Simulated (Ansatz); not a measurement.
MoW:
```xyz
4
Lattice="1.2870 -5.3043 0.0000 1.2870 5.3043 0.0000 0.0000 0.0000 4.6293" Properties=species:S:1:pos:R:3 pbc="T T T"
W      1.2870    -1.8994     1.1573
Mo     1.2870    -4.5807     1.1573
W      1.2870     1.8994     3.4720
Mo     1.2870     4.5807     3.4720
```

This is the PBEsol-relaxed structure.

All from plane-wave PAW PBEsol (Ansatz code), unless another level is named. Predict the density of states at the Fermi level.

0.93 states/eV per atom (mean over ±0.08 eV).

What about the formation energy from the elements (no fitted shifts)?

0.42 eV/atom.

Space group Cmcm. The start of the workflow was typed in or built on a structure type; neither database checked (COD, Materials Project) lists it. Whether it is the stable phase at ambient conditions was not checked. The PBEsol relaxation kept the symmetry of its start; its stability against distortions is not shown here. The run is not spin-polarised. Its formation energy is positive at this level, so the cell may be metastable or incomplete. The references are the lowest solids computed at this level, not always the standard phases. Spin–orbit coupling is left out wherever it is not named.

Potentials: the later of the program's two PAW sets.
